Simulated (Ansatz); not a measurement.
## rocksalt-structured ZrB

Computed with Ansatz (plane waves, PAW, 420 eV cutoff): PBE, scalar-relativistic, no spin polarisation, Γ-centred 12×12×12 mesh, 0.05 eV Gaussian smearing; PAW files: Ansatz's generated set soft_2.

```yaml
crystal:
  lattice:
    - [0.00000, 2.45212, 2.45212]
    - [2.45212, 0.00000, 2.45212]
    - [2.45212, 2.45212, 0.00000]
  atoms:
    - { symbol: Zr, position: [0.50000, 0.50000, 0.50000] }
    - { symbol: B, position: [0.00000, 0.00000, 0.00000] }
```

The compound is reported in the structure type of the start.

Cell and atoms are those of this level's equilibrium.

The cell has space group Fm-3m (read at 0.01 Å). In it the stress is 0.00, 0.00, 0.00, 0.00, 0.00, 0.00 GPa and the largest force component 0.000 eV/Å. Each change below starts from this cell, without further relaxation. Stress is in GPa, positive in compression, in the order xx, yy, zz, yz, xz, xy; energies are counted from the cell above and are free energies with the smearing's entropy, which match forces and stress in a metal.

Problem. One atom was moved along a Cartesian axis, and these forces appeared. Which atom, and about how far?
```
atom  Fx (eV/Å)     Fy     Fz
 Zr1      0.331  0.000  0.000
  B2     -0.331  0.000  0.000
```

Solution. Atom 2 (B) is moved by 0.05 Å along x; the energy changes by 8.1 meV per cell. Moving the other atom the opposite way is the same thing.

Problem. What happens when atom 2 (B) is moved by 0.08 Å along x?

Solution. The energy changes by 21.3 meV per cell, and the force on it along the shift is -0.555 eV/Å (−F/u = 6.93 eV/Å²). Stress: 1.10, -0.09, -0.09, 0.00, 0.00, 0.00.
```
atom  Fx (eV/Å)     Fy     Fz
 Zr1      0.555  0.000  0.000
  B2     -0.555  0.000  0.000
```
In a harmonic crystal the energy would rise by −½F·u = ½ × 6.93 × 0.08² eV = 22.2 meV, close to the run's value; the rest is anharmonic or numerical.

Problem. What stress follows from an engineering strain of 1 % in xz, atoms carried along?

Solution. 0.00, 0.02, 0.00, 0.00, -0.60, 0.00 GPa; the energy changes by 0.5 meV per cell.
The change of the stress over the strain gives a clamped-atom stiffness of about 60 GPa for this component.

Problem. What stress follows from an engineering strain of -1 % in xx, atoms carried along?

Solution. 3.82, 0.61, 0.61, 0.00, 0.00, 0.00 GPa; the energy changes by 3.5 meV per cell.
The change of the stress over the strain gives a clamped-atom stiffness of about 382 GPa for this component, a secant value that lies under the elastic constant in tension and over it in compression, by several per cent for each per cent of strain.
In a harmonic crystal the energy would rise by V(½Cε² − σ₀ε), with σ₀ the stress of the unstrained cell, = 3.5 meV, which matches.

Problem. All atoms and the cell are disturbed at random:
```xyz
2
Lattice="0.0369 2.4517 2.4271 2.4151 0.0409 2.4231 2.4662 2.4990 -0.0103" Properties=species:S:1:pos:R:3 pbc="T T T"
Zr    2.4837    2.5024    2.4497
B    -0.0246   -0.0066   -0.0297
```
Give the energy change, the stress and the forces.

Solution. 38.8 meV per cell; stress 5.74, 0.93, 4.61, 0.15, 0.16, -2.26 GPa.
```
atom  Fx (eV/Å)      Fy      Fz
 Zr1     -0.374  -0.090  -0.437
  B2      0.374   0.090   0.437
```

Problem. All atoms and the cell are disturbed at random:
```xyz
2
Lattice="0.0190 2.4282 2.4134 2.4426 -0.0405 2.4729 2.4107 2.4558 -0.0086" Properties=species:S:1:pos:R:3 pbc="T T T"
Zr    2.4495    2.4153    2.4595
B    -0.0134    0.0065   -0.0207
```
Give the energy change, the stress and the forces.

Solution. 23.0 meV per cell; stress 5.40, -0.44, 1.75, 1.62, -1.38, 0.41 GPa.
| atom | Fx (eV/Å) | Fy | Fz |
| --- | --- | --- | --- |
| Zr1 | -0.206 | 0.084 | -0.279 |
| B2 | 0.206 | -0.084 | 0.279 |

The cell is a metal with an odd number of electrons, and spin polarisation wasn't tried.
